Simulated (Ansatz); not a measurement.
C (graphite type, space group P6_3/mmc)

```xyz
4
Lattice="2.4650 0.0000 0.0000 -1.2325 2.1347 0.0000 0.0000 0.0000 6.7289" Properties=species:S:1:pos:R:3 pbc="T T T"
C      0.0000     0.0000     1.6822
C      0.0000     0.0000     5.0466
C      0.0000     1.4232     1.6822
C      1.2325     0.7116     5.0466
```

The slice is a (-1 1 0 2) plane (indices of the conventional cell) through the point (0.333, 0.667, 0.250) (fractional), spanned by u = [110] and v = [1 -1 1] in vectors of this cell: u (2.46 Å) and v (7.97 Å, at 90° to u). It covers one period; positions are fractions (u, v).

Level of theory: PBE-D3(BJ) (plane waves to 420 eV, PAW, scalar-relativistic; Ansatz, a first-principles code). k mesh 15×15×5. Near the nuclei the fields are pseudised (PAW); where an atom keeps semicore shells as valence, they peak there. C was relaxed with its symmetry unable to fall. The PAW data are Ansatz's earlier set.

### Question
Predict the map of the electrostatic potential energy of an electron, from the cell's mean on the slice.

### Answer
```
|xx :-: x|
|  =*#*= |
|##%%@%%#|
|@@@@@@@@|
|@@@@@@@@|
|@@@@@@@@|
|+*#%%%#*|
|  -***- |
|   =+=  |
|   =+=  |
|   =+=  |
|  -***- |
|+*#%%%#*|
|@@@@@@@@|
|@@@@@@@@|
|@@@@@@@@|
|###*+*##|
|  .   . |
|xx     x|
|xx     x|
```
Scale: ten equal steps from 1.00 (start of ' ') to 9.16 (end of '@'), in the order ' .:-=+*#%@'. Values: electrostatic potential energy of an electron, from the cell's mean, in eV. The map has 8 points along u (one character each, u = 0 at the left) and 20 along v (v = 0 in the bottom row). Points within 0.6 Å of a nucleus are blanked (x), as the pseudised field means little there. Values under 1 eV are set to 1. The zero, the cell's mean, hangs on the PAW cores.
